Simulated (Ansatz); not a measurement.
## Kick test of a cell of CaRu2O4

It was reached by relaxing an invented guess, and it needn't be the stable form of this composition.

Computed with DFT PBE, scalar-relativistic, plane waves, PAW in Ansatz. Cutoff 420 eV; k points 8×10×6 on the computed 7-atom cell (Γ-centred); Gaussian smearing, width 0.10 eV; no spin polarisation.

The cell below (7 atoms, space group P2/m (No. 10)) is relaxed within its symmetry.

```cif
data_structure
_symmetry_space_group_name_H-M 'P 1'
_symmetry_Int_Tables_number 1
_cell_length_a 4.6030
_cell_length_b 3.2163
_cell_length_c 5.7368
_cell_angle_alpha 90.000
_cell_angle_beta 90.541
_cell_angle_gamma 90.000
_cell_volume 84.93
loop_
_atom_site_label
_atom_site_type_symbol
_atom_site_fract_x
_atom_site_fract_y
_atom_site_fract_z
_atom_site_occupancy
Ca1 Ca 0.00000 0.00000 0.50000 1
Ru1 Ru 0.00000 0.00000 0.00000 1
Ru2 Ru 0.50000 0.50000 0.00000 1
O1 O 0.13072 0.50000 0.78798 1
O2 O 0.86928 0.50000 0.21202 1
O3 O 0.63392 0.00000 0.79202 1
O4 O 0.36608 0.00000 0.20798 1
```

For the test it was strained at random (σ = 1.5 % a component), the atoms were moved at random (σ = 0.15 Å), and all was relaxed again on a coarse 6×6×4 mesh (in the run’s order of axes) with 0.20 eV smearing, with no symmetry imposed.

**Question.** Does it come back?

**Answer.** It returns, within 1 meV/atom of the unmoved cell on that mesh and with the same symmetry when read at 0.1 Å. No instability shows in this cell; modes of other wave vectors, which need another repeat, aren't tested.
